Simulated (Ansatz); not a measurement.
A crystal relaxed with r2SCAN in the plane-wave code Ansatz has space group P4_2/mnm (No. 136) and a = 4.485 Å, c = 2.996 Å.

```csv
atom,site,x,y,z
Mg,2a,0.0000,0.0000,0.0000
Xx,4f,0.3047,0.3047,0.0000
```

With r2SCAN the valence top lies at k = (0.156, 0.156, -0.086) and the conduction bottom at A–Z (0.21 of the way from A), 4.38 eV higher; the smallest vertical gap, at A–Z (0.30 of the way from A), is 5.26 eV. HSE06 gives an indirect gap of 4.84 eV, from k = (0.156, 0.156, -0.086) to A–Z (0.21 of the way from A); the least direct gap is 5.78 eV at A–Z (0.30 of the way from A). Meshes: r2SCAN 6×6×8, HSE06 4×4×6. r2SCAN's ε∞ is 3.6 along x and y, 3.7 along z.

Task: Which element is Xx?
A. Na
B. Rb
C. F
D. H

Result: D. Xx is H: MgH2 (rutile). Mg has 6 H at 1.93–1.94 Å; H has 3 Mg at 1.93–1.94 Å.

Calculated for a static, non-magnetic cell.

Where an edge lies off the special points, it is a point of the mesh or the k point where a search put PBE's edge or least direct gap, reused for the other functionals, whose own edges may lie a little apart.

Coordinates of k points refer to the reciprocal vectors of the primitive cell of the runs.

The meshes of the hybrids are coarse, so their gaps aren't converged to the digits shown.
